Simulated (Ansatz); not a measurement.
A plane-wave DFT run in Ansatz 0.2.0 (scalar-relativistic PAW potentials unless the input names others): input and command.

```yaml
crystal:
  lattice:
    - [-1.72188016, 1.72188016, 1.78810632]
    - [1.72188016, -1.72188016, 1.78810632]
    - [1.72188016, 1.72188016, -1.78810632]
  atoms:
    - { symbol: Ag, position: [0.0, 0.0, 0.0] }
basis:
  ecutwfc: "44.1 Ry"
kpoints:
  mp_grid: { grid: [20, 20, 20] }
hamiltonian:
  xc: r2scan
scf:
  occupations: { method: gaussian, width: 0.15 }
output:
  forces: true
  eigenvalues: true
  stress: true
```

```bash
ansatz run input.yaml --threads 1 --pin off --max-ram 2560MiB --backend cpu --events-out ev --progress --plain --runs-dir out
```

Abridged log:
```
Basis set: ecut = 600.01106672 eV, 691 PW (Γ), exchange–correlation on 100×100×100 points (64 copies of the dense FFT grid, shifted against one another)
Bands: 14, of which v1, the nominal top of the filled ones, is band 10 counted from 1 (9 counted from 0)
Symmetry: 16 space group operations
k-points: 641 of 8000
SCF iter   1: F=—  HF=-7603.753511 eV  |F-HF|=—  |Δ(HF+E_count)|=         —  Δρ=1.02e-2  dr2=2.23e-2  dr2_τ=9.58e-4  ethr=1.77e-3  ⟨swp⟩=4.8  Hψ=44648  notcnv=0
SCF iter   2: F=—  HF=-7603.748225 eV  |F-HF|=—  |Δ(HF+E_count)|=   5.29e-3  Δρ=4.89e-3  dr2=3.44e-3  dr2_τ=4.85e-4  ethr=1.17e-4  ⟨swp⟩=1.0  Hψ=14102  notcnv=0
SCF iter   3: F=—  HF=-7603.748266 eV  |F-HF|=—  |Δ(HF+E_count)|=   4.08e-5  Δρ=1.88e-3  dr2=7.12e-4  dr2_τ=1.81e-5  ethr=1.81e-5  ⟨swp⟩=1.0  Hψ=8725  notcnv=0
SCF iter   4: F=—  HF=-7603.748272 eV  |F-HF|=—  |Δ(HF+E_count)|=   5.79e-6  Δρ=4.74e-4  dr2=2.25e-5  dr2_τ=3.41e-6  ethr=3.75e-6  ⟨swp⟩=2.3  Hψ=11713  notcnv=0
SCF iter   5: F=—  HF=-7603.748313 eV  |F-HF|=—  |Δ(HF+E_count)|=   4.11e-5  Δρ=8.16e-5  dr2=8.40e-7  dr2_τ=1.10e-7  ethr=1.18e-7  ⟨swp⟩=2.0  Hψ=14665  notcnv=0
SCF iter   6: F=-7603.748316 eV  HF=-7603.748315 eV  |F-HF|=4.75e-8  |Δ(HF+E_count)|=   2.49e-6  Δρ=1.97e-5  dr2=7.35e-8  dr2_τ=3.20e-9  ethr=5.26e-10  ⟨swp⟩=7.1  Hψ=44337  notcnv=0
SCF 1 converged in 6 iterations: F = -7603.748316 eV  dr2 = 7.35e-8
SCF converged after 6 iterations
Free energy (F): -7603.748316 eV
Harris-Foulkes:  -7603.748315 eV  (|F-HF|=4.75e-8)
Internal energy: -7603.744927 eV  (E = F + TS)
E sigma→0 (E₀):  -7603.746621 eV
Entropy (-TS):   -0.003389 eV (-3.389 meV/atom)
Fermi energy:    13.014728 eV
--- Forces (eV/Å), atoms counted from 1 ---
  atom   1  Ag     0.00000000     0.00000000     0.00000000
--- Stress (GPa, compression-positive) ---
      -11.359061       0.000000       0.000000
        0.000000     -11.359061       0.000000
        0.000000       0.000000     -11.134998
  P = ⅓ Tr σ = -11.2844 GPa (-112.844 kbar)
```

Apart from outputs and empty bands, the input differs from a reference run on usual settings in basis.ecutwfc: 650.0 → "44.1 Ry". The reference, at the same geometry (not necessarily relaxed), gave pressure -11.28 GPa, largest force 0.000 eV/Å, no gap on the mesh. This run converged in 6 SCF iterations (reference: 6) with an energy at zero smearing 0.12 meV/atom above the reference's, pressure -11.28 GPa, largest force 0.000 eV/Å, no gap on the mesh.

The run took 30 s on 1 thread of AMD EPYC (Zen 3), on a shared host, peak memory 0.61 GiB.